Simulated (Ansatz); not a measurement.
SrO:
```
CELL_PARAMETERS angstrom
      0.00000     2.56124     2.56124
      2.56124     0.00000     2.56124
      2.56124     2.56124     0.00000
ATOMIC_POSITIONS crystal
  Sr 0.50000 0.50000 0.50000
  O  0.00000 0.00000 0.00000
```

Relaxed with PBEsol. Special points in fractions of this cell's reciprocal vectors: Γ (0.000, 0.000, 0.000); X (0.500, 0.000, 0.500); U (0.625, 0.250, 0.625); K (0.375, 0.375, 0.750); L (0.500, 0.500, 0.500); W (0.500, 0.250, 0.750).

Task: List the band energies nearest the valence-band maximum at these points for PBEsol (plane waves, PAW; program Ansatz).

Result: In eV from the valence-band maximum; about four levels below and three above (degenerate sets whole), none deeper than 8.9 eV; points with the same levels are listed once.

```tsv
k	below	above
Γ	0.00 0.00 0.00	3.93 6.24 6.24 6.24
X	-0.39 -0.07 -0.07	3.20 7.89 10.27
U	-0.96 -0.57 -0.44	4.74 7.90 8.85
L	-2.22 -1.15 -1.15	6.57 8.34 8.96 8.96
W	-1.14 -0.41 -0.41	5.99 5.99 8.74
```

Space group Fm-3m (rock salt). Symmetry was held in the PBEsol relaxation. Scalar-relativistic: spin–orbit coupling is off unless named, which matters more the heavier the elements.

Potentials: the later of the program's two PAW sets.
